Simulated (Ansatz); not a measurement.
VPO4 in space group Cmcm (No. 63; V on 4b, P on 4c, O on 8g, O on 8f), the program Ansatz at the r²SCAN level (PAW). The conduction-band minimum lies at Y2, with 1 equivalent valley. Second derivatives d²E/dk² of the lowest band at one valley (eV·Å²), along Cartesian directions:

```json
[
 {"direction": "[100]", "d²E/dk²": "2.556"},
 {"direction": "[010]", "d²E/dk²": "0.9642"},
 {"direction": "[001]", "d²E/dk²": "2.142"},
 {"direction": "[110]", "d²E/dk²": "1.760"},
 {"direction": "[101]", "d²E/dk²": "2.060"},
 {"direction": "[011]", "d²E/dk²": "1.552"}
]
```

**Question.** Find the principal effective masses, the density-of-states mass and the conductivity mass.

**Answer.** Off-diagonal terms follow from H_xy = H[110] − (H_xx + H_yy)/2, and m*/mₑ = 7.620 eV·Å² over each eigenvalue: 2.8, 3.8, 7.9. One valley's DOS mass (m₁m₂m₃)^(1/3) = 4.4, conductivity mass 3/(Σ 1/mᵢ) = 4.0 mₑ.

**Question.** What effective density of states Nc follows at 300 K for parabolic valleys?

**Answer.** Nc = 2.509e19 × 1 × (4.4)^(3/2) ≈ 2.3e20 cm⁻³.

The workflow started from a Materials Project entry (that database holds measured and hypothetical structures alike); the Crystallography Open Database files this formula in space group No. 63, but the cells were not matched. Its standing as an ambient phase is unchecked. The r²SCAN relaxation kept the symmetry of its start, as lowered by the spin order; its stability against distortions is not shown here. Magnetic state: antiferromagnetic, chosen from 2 collinear starts compared on coarse meshes (ties went to the first, and starts can fall back to one state), not a proven ground state. Other orbital occupations within this spin state were not tried. No Hubbard U is applied. Point labels and valley counts follow the cell and symmetry of the run, lower than the named group.

Potentials: the later of the program's two PAW sets.

Edges and masses are those of Kohn–Sham bands, whose gap is no quasiparticle gap.
